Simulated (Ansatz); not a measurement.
ZrGeSb:
```xyz
6
Lattice="3.8244 0.0000 0.0000 0.0000 3.8244 0.0000 0.0000 0.0000 8.6952" Properties=species:S:1:pos:R:3 pbc="T T T"
Zr     1.9122     0.0000     2.1689
Zr     0.0000     1.9122     6.5263
Ge     1.9122     1.9122     0.0000
Ge     0.0000     0.0000     0.0000
Sb     1.9122     0.0000     5.3155
Sb     0.0000     1.9122     3.3796
```

Relaxed with r²SCAN.

### Question
Which orbitals make up the states near the Fermi level in the program Ansatz at the r²SCAN level (PAW)?

### Answer
Within 0.5 eV of the Fermi level: Zr 4d 55 %, Sb 5p 23 %, Ge 4p 16 %. Projections are on Löwdin-orthogonalised atomic valence shells; empty p or d shells of many metals are not among them.

### Question
Tabulate the density of states.

### Answer
States/eV per cell of 6 atoms, in 0.25 eV bins, energy from the Fermi level.

```
E (eV)  total  Zr 4d  Sb 5p  Ge 4p
------  -----  -----  -----  -----
-7.85    1.06   0.13   0.01   0.15
-7.60    0.71   0.08   0.00   0.14
-7.35    0.56   0.07   0.00   0.13
-7.10    0.49   0.06   0.00   0.12
-6.85    0.41   0.05   0.00   0.10
-6.60    0.37   0.05   0.00   0.10
-6.35    0.33   0.04   0.00   0.09
-6.10    0.28   0.04   0.00   0.07
-5.85    0.26   0.04   0.00   0.07
-5.60    0.23   0.03   0.00   0.06
-5.35    0.21   0.03   0.00   0.06
-5.10    0.79   0.12   0.21   0.29
-4.85    1.91   0.28   0.77   0.55
-4.60    3.95   0.62   2.10   0.72
-4.35    4.30   0.71   2.11   0.86
-4.10    2.13   0.37   0.92   0.48
-3.85    1.85   0.33   0.78   0.47
-3.60    2.00   0.36   0.86   0.53
-3.35    2.60   0.51   1.20   0.58
-3.10    2.35   0.45   0.87   0.72
-2.85    2.44   0.49   0.83   0.83
-2.60    3.04   0.64   1.00   1.06
-2.35    3.76   0.91   1.19   1.31
-2.10    3.88   1.04   1.36   1.13
-1.85    3.95   1.20   1.37   1.05
-1.60    6.95   2.36   2.61   1.64
-1.35    8.35   3.07   2.69   2.26
-1.10    5.92   2.74   1.57   1.39
-0.85    4.85   2.48   1.16   1.00
-0.60    3.14   1.66   0.78   0.57
-0.35    2.61   1.43   0.63   0.43
-0.10    2.15   1.19   0.49   0.34
0.15     1.75   0.98   0.40   0.27
0.40     1.66   0.92   0.39   0.23
0.65     1.54   0.84   0.35   0.19
0.90     2.16   1.04   0.49   0.34
1.15     1.51   0.79   0.29   0.20
1.40     2.02   1.13   0.33   0.29
1.65     1.41   0.74   0.22   0.21
1.90     2.25   1.42   0.24   0.26
2.15     2.69   1.71   0.27   0.30
2.40     4.61   2.97   0.44   0.56
2.65     5.39   3.47   0.54   0.56
2.90     6.16   3.92   0.72   0.57
3.15     6.67   4.35   0.69   0.59
3.40     6.36   4.46   0.55   0.50
3.65     6.91   4.23   0.74   0.72
3.90     3.32   1.70   0.54   0.45
4.15     3.08   1.51   0.58   0.43
4.40     2.90   1.30   0.63   0.45
4.65     4.08   1.68   1.06   0.56
```

Space group P4/nmm. The first step of the workflow began from a Materials Project structure, measured or hypothetical; the Crystallography Open Database copy checked does not list it. Its standing as an ambient phase is unchecked. The r²SCAN relaxation kept the symmetry of its start; its stability against distortions is not shown here. The run is not spin-polarised. Spin–orbit coupling is left out wherever it is not named.

Potentials: the earlier of the program's two PAW sets.
